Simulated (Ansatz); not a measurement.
**A vibration from a frozen displacement in Mo**

Method: Ansatz 0.2.0, DFT PBEsol, scalar-relativistic, plane waves, PAW. The runs took a 420 eV cutoff, a Γ-centred 12×12×12 mesh and Gaussian smearing (0.15 eV). No spin polarisation. Energies are free energies at this smearing, counted from the undisturbed cell; pressure is positive in compression.

Zero of the scan (as given, not relaxed at this level; it stands at -3.2 GPa):

```xyz
8
Lattice="-3.1420 -3.1420 3.1420 -3.1420 3.1420 -3.1420 3.1420 -3.1420 -3.1420" Properties=species:S:1:pos:R:3 pbc="T T T"
Mo   -1.5710   -1.5710   -1.5710
Mo    0.0000    0.0000   -3.1420
Mo    0.0000   -3.1420    0.0000
Mo    1.5710   -1.5710   -1.5710
Mo   -3.1420    0.0000    0.0000
Mo   -1.5710    1.5710   -1.5710
Mo   -1.5710   -1.5710    1.5710
Mo    0.0000    0.0000    0.0000
```

Atom 1 (Mo) is moved by x along the Cartesian unit vector (1.000, 0.000, 0.000); the cell and all other atoms stay fixed. The cell's volume is 124.07 Å³; the moved atoms weigh 95.950 u together and the others 671.650 u. Some rows repeat others by symmetry and weren't run.

| x (Å) | ΔE (meV/cell) | total force on the moved atoms along the move (eV/Å) | pressure (GPa) |
| --- | --- | --- | --- |
| -0.2000 | 252.06 | 2.5592 | -2.1322 |
| -0.1800 | 203.57 | 2.2903 | -2.3372 |
| -0.1600 | 160.42 | 2.0253 | -2.5206 |
| -0.1400 | 122.54 | 1.7640 | -2.6822 |
| -0.1200 | 89.84 | 1.5060 | -2.8221 |
| -0.1000 | 62.28 | 1.2507 | -2.9401 |
| -0.0800 | 39.80 | 0.9977 | -3.0365 |
| -0.0600 | 22.36 | 0.7465 | -3.1112 |
| -0.0400 | 9.93 | 0.4968 | -3.1645 |
| 0.0000 | 0.00 | 0.0000 | -3.2070 |
| 0.0400 | 9.93 | -0.4968 | -3.1645 |
| 0.0600 | 22.36 | -0.7465 | -3.1112 |
| 0.0800 | 39.80 | -0.9977 | -3.0365 |
| 0.1000 | 62.28 | -1.2507 | -2.9401 |
| 0.1200 | 89.84 | -1.5060 | -2.8221 |
| 0.1400 | 122.54 | -1.7640 | -2.6822 |
| 0.1600 | 160.42 | -2.0253 | -2.5206 |
| 0.1800 | 203.57 | -2.2903 | -2.3372 |
| 0.2000 | 252.06 | -2.5592 | -2.1322 |

Question: What frequency belongs to this motion?

Answer: The force constant is k = −dF/dx = 12.420 eV/Å², from the parabola through x = -0.0400, 0 and 0.0400. In every cell the moved atoms swing against the rest, so the mass is μ = m₁m₂/(m₁ + m₂) = 83.956 u, and ν̃ = 521.5 cm⁻¹ × √(|k|/μ) = 201 cm⁻¹, at this cell's pressure of -3.2 GPa. The pattern needn't be a normal mode: ν̃² is then a weighted mean of the squared nonzero frequencies at the zone centre of this cell, so it lies between the lowest and the highest of them.

Question: How far does the harmonic law reach?

Answer: At x = -0.200 Å, kx²/2 = 248.40 meV against the computed 252.06 meV (+1.5 %): the well is still close to harmonic there.

Question: The pressure changes with x². What does that say about the frequency under compression?

Answer: With E = k(V)x²/2, k ∝ V^(−2γ) and x scaling with the cell as V^(1/3), P − P0 = −∂E/∂V = (2γ − 2/3) ΔE/V. At x = 0.0600 Å, V(P − P0) = 124.07 × 0.09578 / 160.2 eV = 74.17 meV and ΔE = 22.36 meV, so γ = 1/3 + V(P − P0)/(2ΔE) = 1.99. This is the Grüneisen parameter of the motion under uniform scaling of the cell: shrinking the cell evenly by 1 % in volume raises the frequency by about 1.99 %.

In a metal these slopes depend on the k mesh and the smearing.